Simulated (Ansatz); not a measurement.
Values for one crystal, relaxed and computed with DFT-r²SCAN in the program Ansatz with PAW potentials; other levels are named.

```yaml
volume_per_atom: 14.18 Å³
electronic_character: metallic (no gap)
Formation energy from the elements (no fitted shifts): -0.48 eV/atom
Density of states at the Fermi level: 0.61 states/eV per atom (mean over ±0.08 eV)
```

Q: Which compound is it?
A) Ge3Rh5, Pbam (Pearson symbol oP16)
B) Ti2AlGe3, Amm2 (Pearson symbol oS12)
C) GeW, P-6m2 (W on 1a, Ge on 1f)
D) NiGe, CsCl type

A: A, Ge3Rh5, Pbam (Pearson symbol oP16)

The first step of the workflow began from a Materials Project structure, measured or hypothetical; the Crystallography Open Database copy checked does not list it. Whether it is the stable phase at ambient conditions was not checked. The cell was relaxed with r²SCAN under the symmetry of its start; whether a distortion lowers the energy is not shown. The run is not spin-polarised. The references are the lowest solids computed at this level, not always the standard phases. Scalar-relativistic: spin–orbit coupling is off unless named, which matters more the heavier the elements.

Potentials: the later of the program's two PAW sets.
